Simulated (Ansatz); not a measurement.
V$_{3}$Sb (A15 (Cr3Si type), space group No. 223) at seven volumes, the program Ansatz at the r²SCAN level (PAW), scaled uniformly. One row is withheld.

```json
[
 {"V (Å³/atom)": "13.421", "P (GPa)": "?"},
 {"V (Å³/atom)": "13.863", "P (GPa)": "13.19"},
 {"V (Å³/atom)": "14.305", "P (GPa)": "6.07"},
 {"V (Å³/atom)": "14.748", "P (GPa)": "0.00"},
 {"V (Å³/atom)": "15.190", "P (GPa)": "-5.18"},
 {"V (Å³/atom)": "15.633", "P (GPa)": "-9.59"},
 {"V (Å³/atom)": "16.075", "P (GPa)": "-13.34"}
]
```

Problem. Fit the shown pressures and predict the withheld one.

Solution. P = (3/2)B₀(x^(7/2) − x^(5/2))[1 + (3/4)(B′ − 4)(x − 1)] with x = (V₀/V)^(2/3). Least squares on the six rows gives V₀ = 14.747 Å³/atom, B₀ = 187 GPa, B′ = 4.33. At V = 13.421, x = 1.0648 and P = 21.62 GPa. The run itself gave 21.54 GPa.

Space group Pm-3n (A15 (Cr3Si type)). The workflow started from an entry of the Crystallography Open Database (COD). Whether it is the stable phase at ambient conditions was not checked. Symmetry was held in the r²SCAN relaxation; its stability against distortions is not shown here. The workflow began spin-polarised and lost its moments. Scalar-relativistic: spin–orbit coupling is off unless named, which matters more the heavier the elements.

Potentials: the later of the program's two PAW sets.
